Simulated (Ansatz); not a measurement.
Nb₂SiB₂:
```
Nb2SiB2
1.0
    3.15930     0.00000     0.00000
   -1.57965     2.73603     0.00000
    0.00000     0.00000     6.97155
Nb Si B
2 1 2
Direct
  0.33333   0.66667   0.72718
  0.33333   0.66667   0.27282
  0.00000   0.00000   0.00000
  0.00000   0.00000   0.50000
  0.66667   0.33333   0.50000
```

Relaxed with r²SCAN.

Problem. Give the Bader charges and basin volumes of the independent atoms, plane-wave PAW r²SCAN (Ansatz code).

Solution. 

```tsv
atom	Bader charge (e)	Bader volume (Å³)
Nb1	+1.15	13.1
Si3	-0.80	17.5
B4	-0.74	8.2
B5	-0.75	8.4
```

Space group P-6m2. The start of the workflow was typed in or built on a structure type; neither database checked (COD, Materials Project) lists it. Whether it is the stable phase at ambient conditions was not checked. Symmetry was held in the r²SCAN relaxation; its stability against distortions is not shown here. No spin polarisation was allowed.

Potentials: the earlier of the program's two PAW sets. The files were generated under PBE; for other functionals the program regenerates the frozen cores, and for LDA and PBEsol the local potential too.
